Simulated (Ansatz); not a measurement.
The end of the path is a generated cell of MoRu: the first start was made by placing the elements on the sites of a structure type, and the end was not matched to a known phase here, so it may be hypothetical.

A geometry of MoRu away from equilibrium: the start of the relaxation of a generated cell, MoRu built in the AFLOW prototype AB_oC8_65_j_g (as in VIr). The numbers are results of PBE (plane waves to 420 eV, PAW, scalar-relativistic; Ansatz, a program for electronic structure), not measurements. Γ-centred k-mesh 7×7×11 on the run's cell (coarser than for final values), Fermi–Dirac smearing 0.05 eV.

```xyz
4
Lattice="3.0105 -3.4063 0.0000 3.0105 3.4063 0.0000 0.0000 0.0000 2.8194" Properties=species:S:1:pos:R:3:forces:R:3 pbc="T T T" free_energy=-21669.197 pressure_GPa=7.6
Ru     3.0105    -1.9075     1.4097    0.0000   -0.2459    0.0000
Ru     3.0105     1.9075     1.4097    0.0000    0.2459    0.0000
Mo     1.6859     0.0000     0.0000    1.5156    0.0000    0.0000
Mo     4.3351     0.0000     0.0000   -1.5156    0.0000    0.0000
```

Positions in Å, forces in eV/Å, free energy of the cell in eV (comparable only within this code, potentials and settings). Largest force: 1.52 eV/Å, on Mo3, Mo4 (atoms numbered as listed); the geometry lies 0.05 eV/atom above the end of its relaxation.

No spin polarisation in the result.

The run could not lose the symmetry of its start; a randomly shaken copy of 8 atoms returns to this structure.
